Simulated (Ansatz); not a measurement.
BeS:
```
CELL_PARAMETERS angstrom
      3.43919     0.00000     0.00000
     -1.71960     2.97843     0.00000
      0.00000     0.00000     5.66664
ATOMIC_POSITIONS crystal
  Be 0.33333 0.66667 0.99957
  S  0.66667 0.33333 0.12543
  Be 0.66667 0.33333 0.49957
  S  0.33333 0.66667 0.62543
```

Relaxed with PBE. Special points in fractions of this cell's reciprocal vectors: Γ (0.000, 0.000, 0.000); M (0.500, 0.000, 0.000); K (0.333, 0.333, 0.000); A (0.000, 0.000, 0.500); L (0.500, 0.000, 0.500); H (0.333, 0.333, 0.500).

Question: List the band energies nearest the valence-band maximum at these points for the program Ansatz at the PBE level (PAW).

Answer: In eV from the valence-band maximum; about four levels below and three above (degenerate sets whole), none deeper than 8.9 eV; points with the same levels are listed once.

| k | below | above |
|---|---|---|
| Γ | -1.12 -1.12 -0.15 0.00 0.00 | 5.08 5.45 5.45 |
| M | -3.74 -2.64 -2.27 -1.09 | 4.05 5.30 6.30 |
| K | -4.08 -4.08 -2.91 -2.91 -2.90 | 3.71 8.55 8.55 |
| A | -0.62 -0.62 -0.62 -0.62 | 5.40 5.40 6.21 6.21 6.21 6.21 |
| L | -1.98 -1.98 -1.96 -1.96 | 4.14 4.14 5.67 5.67 |
| H | -4.04 -4.04 -1.58 -1.58 | 5.41 5.41 6.69 6.69 |

Space group P6_3mc (wurtzite). The start of the workflow was typed in or built on a structure type; neither database checked (COD, Materials Project) lists it. COD files the formula under space group No. 216, so this cell is another polymorph or a model. Its standing as an ambient phase is unchecked. The cell was relaxed with PBE under the symmetry of its start; whether a distortion lowers the energy is not shown.

Potentials: the earlier of the program's two PAW sets.
